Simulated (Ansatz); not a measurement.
Data:

BeSe:
```cif
data_BeSe
_chemical_formula_sum 'Be1 Se1'
_space_group_name_H-M_alt 'P 1'
_space_group_IT_number 1
_cell_length_a 3.42919
_cell_length_b 3.42919
_cell_length_c 3.09594
_cell_angle_alpha 90.000
_cell_angle_beta 90.000
_cell_angle_gamma 120.000
loop_
_space_group_symop_operation_xyz
  'x, y, z'
loop_
_atom_site_label
_atom_site_type_symbol
_atom_site_fract_x
_atom_site_fract_y
_atom_site_fract_z
_atom_site_occupancy
Be1 Be 0.00000 0.00000 0.00000 1
Se1 Se 0.66667 0.33333 0.50000 1
```

This is the PBE-relaxed structure.

### Question
All from PBE (plane waves, PAW; program Ansatz), unless another level is named. Predict the electronic character.

### Answer
metallic (no gap).

### Question
What about the formation energy from the elements (no fitted shifts)?

### Answer
79 meV/atom.

### Question
Predict the density of states at the Fermi level.

### Answer
0.31 states/eV per atom (mean over ±0.08 eV).

Space group P-6m2. The cell is a constructed one: a structure type filled with these elements; neither database checked (COD, Materials Project) lists it. COD files the formula under space group No. 216, so this cell is another polymorph or a model. Its standing as an ambient phase is unchecked. The PBE relaxation kept the symmetry of its start; whether a distortion lowers the energy is not shown. The references are the lowest solids computed at this level, not always the standard phases. Scalar-relativistic: spin–orbit coupling is off unless named, which matters more the heavier the elements.

Potentials: the later of the program's two PAW sets.
